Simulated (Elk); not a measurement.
An Elk run on Gd with settings drawn from a wide range, so not all are converged; totals and levels move with the basis, and no second program has checked them. Method: DFT, LDA (Perdew-Zunger), all-electron APW+lo, Dirac cores, scalar-relativistic bands with second-variational spin-orbit coupling in Elk 11.2.3 with local patches. Elk's input is in atomic units.

Command: `OMP_NUM_THREADS=1 elk`

```
tasks
  0
  110
  115
  15
  21

xctype
  2

rgkmax
  8.5

gmaxvr
  12

lmaxapw
  10

lmaxo
  8

lmaxi
  2

nrmtscf
  2

nempty
  12

epspot
  1e-05

epsengy
  0.0001

maxscl
  60

swidth
  0.008

stype
  3

lradstp
  4

mixtype
  1

hmaxvr
  4

reducebf
  0.5

spinpol
  .true.

cmagz
  .true.

tforce
  .true.

lorbcnd
  .true.

spinorb
  .true.

sppath
  './'

avec
  -3.77497696245 3.77497696245 3.77497696245
  3.77497696245 -3.77497696245 3.77497696245
  3.77497696245 3.77497696245 -3.77497696245

atoms
  1
  'Gd.in'
  1
  0.000000000000 0.000000000000 0.000000000000   0.000 0.000 -0.500

ngridk
  9 9 9

plot1d
  8 30
  0.0000000000 0.0000000000 0.0000000000
  0.5000000000 -0.5000000000 0.5000000000
  0.0000000000 0.0000000000 0.5000000000
  0.0000000000 0.0000000000 0.0000000000
  0.2500000000 0.2500000000 0.2500000000
  0.5000000000 -0.5000000000 0.5000000000
  0.2500000000 0.2500000000 0.2500000000
  0.0000000000 0.0000000000 0.5000000000
```

Muffin-tin radii in the species files: Gd 2.24 bohr.

The cell comes from COD entry 1522526, which wasn't checked; take it as a given geometry. The listed cell was then made from it by scaling, straining or moving an atom.

**Question.** What does the run give?

**Answer.** It refused before any iteration.
```
Error(init0): requested spin-polarised run with spin-unpolarised
 exchange-correlation functional
```
